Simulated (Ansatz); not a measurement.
Geometry optimisation in Ansatz: input, command and trajectory.

```yaml
crystal:
  lattice:
    - [3.104570902, 0.0, 0.0]
    - [-1.552285451, 2.688637269, 0.0]
    - [0.0, 0.0, 3.3023154225]
  atoms:
    - { symbol: Nb, position: [0.0, 0.0, 0.0] }
    - { symbol: B, position: [0.3333333333, 0.6666666667, 0.5] }
    - { symbol: B, position: [0.6666666667, 0.3333333333, 0.5] }
basis:
  ecutwfc: 420
kpoints:
  mp_grid: { grid: [15, 15, 12] }
hamiltonian:
  xc: pbesol
scf:
  occupations: { method: gaussian, width: 0.1 }
output:
  forces: true
  stress: true
  eigenvalues: true
relax:
  adjacent_minimum: "off"
  f_tol: 0.008
  max_steps: 50
  cell: { stress_tol: 0.08, p_target: -1.0 }
```

```bash
ansatz run input.yaml --threads 1 --pin off --max-ram 1331MiB --backend cpu --events-out ev --progress --plain --runs-dir out
```

Level of theory: Ansatz 0.2.0, DFT PBEsol, scalar-relativistic, plane waves, PAW.

Of 4 frames 3 are shown, positions in Å and forces in eV/Å; the SCF threshold varies from step to step. Steps run on the plane waves of an earlier cell, with a Pulay correction in the pressure. The basis is chosen afresh for the last frame, the zero of the energies, and at times for earlier ones too; energy and pressure step there, also at an unchanged geometry. The relaxation lowers the enthalpy F + PV at the target pressure, so the free energy itself can rise.

```xyz
3
Lattice="3.1046 0.0000 0.0000 -1.5523 2.6886 0.0000 0.0000 0.0000 3.3023" Properties=species:S:1:pos:R:3:forces:R:3 pbc="T T T" step=1 free_energy_over_end_meV_per_atom=0.72 pressure_GPa=-2.91
Nb    0.0000    0.0000    0.0000    0.0000    0.0000    0.0000
B     0.0000    1.7924    1.6512    0.0000    0.0000    0.0000
B     1.5523    0.8962    1.6512    0.0000    0.0000    0.0000
3
Lattice="3.0983 0.0000 0.0000 -1.5492 2.6832 0.0000 0.0000 0.0000 3.2908" Properties=species:S:1:pos:R:3:forces:R:3 pbc="T T T" step=2 free_energy_over_end_meV_per_atom=-0.11 pressure_GPa=-0.70
Nb    0.0000    0.0000    0.0000    0.0000    0.0000    0.0000
B     0.0000    1.7888    1.6454    0.0000    0.0000    0.0000
B     1.5492    0.8944    1.6454    0.0000    0.0000    0.0000
3
Lattice="3.0975 0.0000 0.0000 -1.5488 2.6826 0.0000 0.0000 0.0000 3.2961" Properties=species:S:1:pos:R:3:forces:R:3 pbc="T T T" step=4 free_energy_over_end_meV_per_atom=0.00 pressure_GPa=-1.01
Nb    0.0000    0.0000    0.0000    0.0000    0.0000    0.0000
B     0.0000    1.7884    1.6480    0.0000    0.0000    0.0000
B     1.5488    0.8942    1.6480    0.0000    0.0000    0.0000
```